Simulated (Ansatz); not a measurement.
## Lattice vibrations of LaScCl₆ at Γ

These are results of DFT PBE, scalar-relativistic, plane waves, PAW (Ansatz 0.2.0), not measurements. Settings: 420 eV plane-wave cutoff, Γ-centred 4×4×4 mesh, fixed occupations. No spin polarisation. Phonons by linear response, acoustic sum rule imposed.

Equilibrium structure at this level:
```
CELL_PARAMETERS angstrom
0.00000 5.28627 5.28627
5.28627 0.00000 5.28627
5.28627 5.28627 0.00000
ATOMIC_POSITIONS crystal
La 0.00000 0.00000 0.00000
Sc 0.50000 0.50000 0.50000
Cl 0.26364 0.73636 0.73636
Cl 0.73636 0.26364 0.26364
Cl 0.73636 0.26364 0.73636
Cl 0.26364 0.73636 0.26364
Cl 0.73636 0.73636 0.26364
Cl 0.26364 0.26364 0.73636
```

It was reached by relaxing an invented guess, and it needn't be the stable form of this composition.

Optical modes at Γ (transverse, no macroscopic field); i marks an imaginary frequency:
```csv
frequency (cm⁻¹),degeneracy,IR intensity of the level ((D/Å)²/amu)
31i,3,0.00
63,3,0.00
76,3,16.91
114,3,0.00
199,3,17.09
211,2,0.00
242,3,56.06
325,1,0.00
```

3 of the 21 optical modes are unstable, so the structure is a saddle point of the energy and would distort without enlarging its cell.

```json
{
  "Electronic dielectric constant ε∞ (principal values)": "2.99",
  "Refractive index √ε∞, mean": "1.73",
  "Kohn–Sham gap on the mesh": "3.34 eV",
  "Cost": "4.9 min on 1 thread of Arm Neoverse V1 (shared host), peak memory 1.6 GiB"
}
```

Born effective charges (e):
| atom | Z*xx | Z*yy | Z*zz | mean |
| --- | --- | --- | --- | --- |
| La (atom 1) | 4.61 | 4.61 | 4.61 | 4.61 |
| Sc (atom 2) | 4.42 | 4.42 | 4.42 | 4.42 |
| Cl (atom 3) | -3.48 | -0.52 | -0.52 | -1.50 |
